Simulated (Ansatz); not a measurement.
# How much do the gradients of K2PtC6N6 depend on the method?

Cell: a structure deposited in the COD whose atoms were relaxed with PBE, the cell held.

Space group P-31m (No. 162); a = 7.3928, c = 6.6613 Å, γ = 120.00°.

| site | Wyckoff | site symmetry | x | y | z |
| --- | --- | --- | --- | --- | --- |
| K | 2d | 3.2 | 0.3333 | 0.6667 | 0.5000 |
| Pt | 1a | -3.m | 0.0000 | 0.0000 | 0.0000 |
| C | 6k | ..m | 0.2230 | 0.2230 | 0.1740 |
| N | 6k | ..m | 0.3513 | 0.3513 | 0.2751 |

One atom of each set is listed.

First run. All values are calculated (Ansatz; DFT, PBE, plane waves and PAW, scalar-relativistic, 420 eV cutoff, Γ-centred 5×5×5 k-points, Fermi–Dirac smearing 0.05 eV), not measured.

| site | V_zz (10²¹ V/m²) | η |
| --- | --- | --- |
| K | 0.75 | 0.00 |
| Pt | -0.48 | 0.00 |
| C | -3.97 | 0.08 |
| N | -7.23 | 0.00 |

Second run. The same atoms and settings, except that the functional is PBEsol.

Problem. Given the first result, estimate the second.

Solution. 

```csv
site,V_zz,η,change of V_zz
K,0.70,0.00,-0.05
Pt,-0.53,0.00,-0.05
C,-3.93,0.08,+0.04
N,-7.23,0.00,0.00
```

The largest change of V_zz is on Pt, from -0.48 to -0.53. In per cent, |V_zz| changes by -7 on K, -1 on C, 0 on N (all sites that start above 0.5).

Spin–orbit coupling is left out, which shifts gradients on Pt by a few per cent, and by more where contributions nearly cancel. The database entry as given showed forces above 3 eV/Å or a pressure above 30 GPa, though relaxing it moves no atom far.
